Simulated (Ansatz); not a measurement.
The elements of this relaxed trial crystal are hidden behind letters.

```
lattice vectors (Å)
   2.4953    0.0000    0.0000
  -1.2477    2.1610    0.0000
   0.0000    0.0000   20.5172
fractional positions
X 0.3333 0.6667 0.2500
X 0.6667 0.3333 0.7500
Z 0.3333 0.6667 0.0495
Z 0.3333 0.6667 0.4505
Z 0.3333 0.6667 0.6470
Z 0.3333 0.6667 0.8530
Z 0.6667 0.3333 0.1470
Z 0.6667 0.3333 0.3530
Z 0.6667 0.3333 0.5495
Z 0.6667 0.3333 0.9505
```

Level of theory: DFT PBE, scalar-relativistic, plane waves, PAW (Ansatz 0.2.0). The final run on the 10-atom cell used 420 eV, a Γ-centred 18×18×2 mesh, 0.10 eV smearing and collinear spin.

```
Space group                                 : P6_3/mmc (No. 194)
Conventional cell                           : a = 2.495 Å, c = 20.517 Å
Volume per atom                             : 11.06 Å³
Density                                     : 8.75 g/cm³
Formation energy                            : +0.04 eV/atom
Gap on the 18×18×2 mesh of the 10-atom cell : 0 eV (a metal)
Net moment per atom                         : 1.78 μB
```

Energies are uncorrected and count from the elements' standard states at the same level.

Question: X is a d-block element of period 4 and Z is a d-block element of period 4. Which elements are they?

Answer: X = Fe, Z = Co, so the formula is FeCo4. Density times volume gives a mean mass of 8.75 × 11.06/1.6605 = 58.3 u per atom, and this set has 58.3 u. Fe is surrounded by 6 Fe at 2.50 Å and 6 Co at 2.56 Å; Co on its first site has 12 Co at 2.47–2.50 Å; Co on its second site is surrounded by 9 Co at 2.47–2.50 Å and 3 Fe at 2.56 Å. Other sets within the hints have nearly the same mass, so mass alone doesn't settle it; this one was computed.

Another magnetic order may lie lower. A structure relaxed within its symmetry needn't be a true minimum.
